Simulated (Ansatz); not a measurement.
# Data sheet: HfO$_{2}$ (DFT)

HfO₂:
```
HfO2
1.0
    3.56749     0.00000     0.00000
    0.00000     3.56749     0.00000
    0.00000     0.00000     5.16678
Hf O
2 4
Cartesian
  1.78374   1.78374   2.58339
  0.00000   0.00000   0.00000
  0.00000   1.78374   3.61719
  0.00000   1.78374   1.03380
  1.78374   0.00000   4.13298
  1.78374   0.00000   1.54959
```

Space group P4_2/nmc (No. 137); conventional cell a = b = 3.567 Å, c = 5.167 Å, α = β = γ = 90.00°.

Method: PBEsol (plane waves, PAW; program Ansatz). The cell and atoms are relaxed at this level. Other levels are named where they apply.

### Cell and energy

* **Volume per atom**: 10.96 Å³
* **Density**: 10.63 g/cm³
* **Formation energy from the elements (no fitted shifts)**: -3.47 eV/atom

### Electronic structure

Band gap: 4.57 eV (indirect)
Valence-band maximum: at A
Conduction-band minimum: at Γ
Smallest direct gap on the standard path: 4.65 eV
Electron effective mass: 0.80, 0.80, 1.00 mₑ (principal values)
Electron effective mass with spin–orbit coupling: 0.81, 0.81, 1.0 mₑ (principal values)
HSE06 gap on the PBEsol cell: 6.34 eV
Gap with spin–orbit coupling: 4.57 eV

### Mechanics

* **Bulk modulus (Birch–Murnaghan fit)**: 1930 kbar
* **Pressure derivative B′**: 5.9
* **Elastic constants (relaxed ions, GPa)**: C11 = 387, C12 = 240, C13 = 73.3, C33 = 321, C44 = 24.0, C66 = 179
* **Mechanical stability**: stable (all eigenvalues of C positive)
* **Hill bulk and shear moduli**: 201 and 69.2 GPa
* **Young's modulus**: 186 GPa
* **Poisson's ratio**: 0.35
* **Debye temperature from the elastic constants**: 384 K

### Dielectric response

* **Electronic dielectric constant ε∞ (DFPT)**: 5.35 (xx = yy), 4.85 (zz)
* **Static dielectric constant ε0 (ions relaxed, cell fixed)**: 115 (xx = yy), 18.0 (zz)
* **Born charges (a third of the trace)**: Hf +5.32, O -2.66 e

### Phonons

- Highest zone-centre frequency (without LO–TO term): 662 cm⁻¹
- Zone-centre stability: no imaginary mode at Γ
- Dynamical stability on the path: stable (no imaginary branch)
- Zero-point energy: 65.5 meV/atom
- Vibrational entropy at 300 K: 21.1 J/(K·mol of atoms)

This is a known high-temperature phase of the composition, computed here at zero pressure and temperature. The cell was relaxed with PBEsol under the symmetry of its start. The run is not spin-polarised. The references are the lowest solids computed at this level, not always the standard phases (solids in place of the gases). Scalar-relativistic: spin–orbit coupling is off unless named, which matters more the heavier the elements.

Potentials: the earlier of the program's two PAW sets. The files were generated under PBE; for other functionals the program regenerates the frozen cores, and for LDA and PBEsol the local potential too.
